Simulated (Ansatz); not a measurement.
# Kick test of a cell of Zn₄O

The cell was found from a proposed guess, not taken from experiment.

All numbers below come from DFT PBE, scalar-relativistic, plane waves, PAW in Ansatz 0.2.0. Settings: cutoff 420 eV, Γ-centred mesh 12×12×4 on the computed 5-atom cell, Gaussian smearing of 0.10 eV; no spin polarisation.

The cell below (5 atoms, space group P-3m1 (No. 164)) is relaxed within its symmetry.

```yaml
crystal:
  lattice:
    - [2.97197, 0.00000, 0.00000]
    - [-1.48598, 2.57380, 0.00000]
    - [0.00000, 0.00000, 8.83152]
  atoms:
    - { symbol: Zn, position: [0.66667, 0.33333, 0.84990] }
    - { symbol: Zn, position: [0.33333, 0.66667, 0.15010] }
    - { symbol: Zn, position: [0.33333, 0.66667, 0.61668] }
    - { symbol: Zn, position: [0.66667, 0.33333, 0.38332] }
    - { symbol: O, position: [0.00000, 0.00000, 0.00000] }
```

For the test a repeat of it with 10 atoms (edges 2.97, 5.15, 8.83 Å) was strained at random (σ = 1.5 % a component), the atoms were moved at random (σ = 0.05 Å), and all was relaxed again on a coarse 8×4×4 mesh (in the run’s order of axes) with 0.20 eV smearing, with no symmetry imposed.

Problem. What happens?

Solution. It returns, within 1 meV/atom of the unmoved cell on that mesh and with the same symmetry when read at 0.1 Å (C2/m at 0.01 Å, so small strains and shifts remain). No instability shows in this cell; modes of other wave vectors, which need another repeat, aren't tested.
